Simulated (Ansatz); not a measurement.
Given:

CaO2:
```xyz
3
Lattice="-1.6233 1.6233 3.3793 1.6233 -1.6233 3.3793 1.6233 1.6233 -3.3793" Properties=species:S:1:pos:R:3 pbc="T T T"
Ca     0.0000     0.0000     3.3793
O      0.0000     0.0000     6.0141
O      0.0000     0.0000     0.7446
```

This is the PBEsol-relaxed structure.

All from DFT-PBEsol in the program Ansatz with PAW potentials, unless another level is named. Give the Born charges (a third of the trace).

Ca +2.58, O -1.29 e.

Predict the electronic dielectric constant ε∞ (DFPT).

3.44 (xx = yy), 3.55 (zz).

Space group I4/mmm. The workflow started from a Materials Project entry (that database holds measured and hypothetical structures alike); the Crystallography Open Database copy checked does not list it. Whether it is the stable phase at ambient conditions was not checked. The cell was relaxed with PBEsol under the symmetry of its start. At this level the phase is dynamically unstable (imaginary phonons).

Potentials: the later of the program's two PAW sets.
